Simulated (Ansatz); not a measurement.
Input:

AlSn$_{4}$Se$_{8}$:
```cif
data_AlSe8Sn4
_chemical_formula_sum 'Se8 Sn4 Al1'
_space_group_name_H-M_alt 'P-3m1'
_space_group_IT_number 164
_space_group_name_Hall '-P 3 2"'
_cell_length_a 7.71167
_cell_length_b 7.71167
_cell_length_c 6.23223
_cell_angle_alpha 90.000
_cell_angle_beta 90.000
_cell_angle_gamma 120.000
loop_
_atom_site_label
_atom_site_type_symbol
_atom_site_symmetry_multiplicity
_atom_site_Wyckoff_symbol
_atom_site_fract_x
_atom_site_fract_y
_atom_site_fract_z
_atom_site_occupancy
Se1 Se 6 i 0.16727 0.33453 0.28229 1
Se2 Se 2 d 0.66667 0.33333 0.25867 1
Sn1 Sn 1 a 0.00000 0.00000 0.00000 1
Sn2 Sn 3 e 0.00000 0.50000 0.00000 1
Al1 Al 1 b 0.00000 0.00000 0.50000 1
```

This is the PBE+D3(BJ)-relaxed structure.

Problem. All from PBE+D3(BJ) in the plane-wave PAW code Ansatz, unless another level is named. Predict the electronic character.

Solution. metallic (no gap).

Problem. Predict the density of states at the Fermi level.

Solution. 0.53 states/eV per atom (mean over ±0.08 eV).

Problem. What about the formation energy from the elements (no fitted shifts)?

Solution. -370 meV/atom.

Problem. And the gap with spin–orbit coupling?

Solution. none (metallic).

A made-up cell: these elements were put on the sites of a structure type; neither database checked (COD, Materials Project) lists it. Whether it is the stable phase at ambient conditions was not checked. The PBE+D3(BJ) relaxation kept the symmetry of its start; its stability against distortions is not shown here. With an odd number of electrons in the cell and no spin polarisation, the count alone makes it a metal. The references are the lowest solids computed at this level, not always the standard phases. Scalar-relativistic: spin–orbit coupling is off unless named, which matters more the heavier the elements.

Potentials: the later of the program's two PAW sets.
